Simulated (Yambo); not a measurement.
Yambo run on Sr$_{2}$RuH$_{6}$ (space group Fm-3m, No. 225). The wavefunctions come from this Quantum ESPRESSO step (LDA, PseudoDojo standard norm-conserving files, scalar-relativistic):

```
&CONTROL
  calculation = 'nscf'
  pseudo_dir = './pseudo'
  outdir = './out'
/
&SYSTEM
  ibrav = 0
  nat = 9
  ntyp = 3
  ecutwfc = 88.0
  ecutrho = 352.0
  occupations = 'fixed'
  force_symmorphic = .true.
  nbnd = 160
/
&ELECTRONS
  conv_thr = 9.000000000000001e-09
  diago_full_acc = .true.
  diago_thr_init = 1e-08
/
ATOMIC_SPECIES
H 1.0080 H.upf
Sr 87.6200 Sr.upf
Ru 101.0700 Ru.upf
CELL_PARAMETERS angstrom
  0.000000000000   3.799870000000   3.799870000000
  3.799870000000   0.000000000000   3.799870000000
  3.799870000000   3.799870000000   0.000000000000
ATOMIC_POSITIONS crystal
H   0.774080000000   0.774080000000   0.225920000000
H   0.225920000000   0.225920000000   0.774080000000
H   0.225920000000   0.774080000000   0.774080000000
H   0.774080000000   0.225920000000   0.225920000000
H   0.774080000000   0.225920000000   0.774080000000
H   0.225920000000   0.774080000000   0.225920000000
Sr   0.750000000000   0.750000000000   0.750000000000
Sr   0.250000000000   0.250000000000   0.250000000000
Ru   0.000000000000   0.000000000000   0.000000000000
K_POINTS automatic
4 4 4 0 0 0
```

Yambo input:

```
rim_cut
gw0
dyson
el_el_corr
HF_and_locXC
ppa
em1d
RandQpts= 1000000
RandGvec= 1 Ry
EXXRLvcs= 88 Ry
VXCRLvcs= 352 Ry
Chimod= "HARTREE"
% BndsRnXp
 5 | 159 |
%
NGsBlkXp= 7 Ry
% LongDrXp
 1.0 | 1.0 | 1.0 |
%
PPAPntXp= 27.2114 eV
% GbndRnge
 1 | 159 |
%
GTermKind= "BG"
DysSolver= "n"
ExtendOut
% QPkrange
 1 | 1 | 21 | 22 |
 3 | 3 | 21 | 22 |
 7 | 7 | 21 | 22 |
 8 | 8 | 21 | 22 |
%
```

k points by index: 1 = Γ, 3 = L, 7 = X, 8 = W.

Table of the .qp output:

```
#    K-point    Band    Eo [eV]    E [eV]    E-Eo [eV]    Vxc [eV]    Vnlxc [eV]    Sc|Eo [eV]    Sc|E [eV]    dSc/dw|Eo [eV]    Re(Z)    Im(Z)
#
    1    21    0.000000    -0.435122    -0.435122    -18.61001    -22.57452    3.405566    3.529383    -7.740472    0.778535    -0.001688
    1    22    3.698744    4.885630    1.186886    -14.03018    -8.380489    -4.192383    -4.462810    -6.199276    0.814450    -0.001334
    3    21    -0.082337    -0.505806    -0.423470    -18.32436    -22.21151    3.343412    3.463683    -7.725517    0.778869    -0.001714
    3    22    3.711713    4.747226    1.035513    -14.27495    -9.048237    -3.951825    -4.191203    -6.289561    0.812255    -0.001421
    7    21    -0.059799    -0.463820    -0.404021    -18.47996    -22.35984    3.360680    3.475859    -7.754409    0.778225    -0.001715
    7    22    2.052579    2.961802    0.909224    -13.97518    -9.449599    -3.415178    -3.616357    -6.020214    0.818839    -0.001254
    8    21    -0.049259    -0.455331    -0.406073    -18.53483    -22.43465    3.377868    3.493745    -7.762063    0.778055    -0.001713
    8    22    2.446735    3.347341    0.900606    -13.41991    -8.851455    -3.470830    -3.667852    -5.952225    0.820518    -0.001236
```
(The two width columns are left out.) Convergence of these settings isn't established.

Spin-orbit coupling is not included.

Geometry of the Materials Project entry, not relaxed at this level.
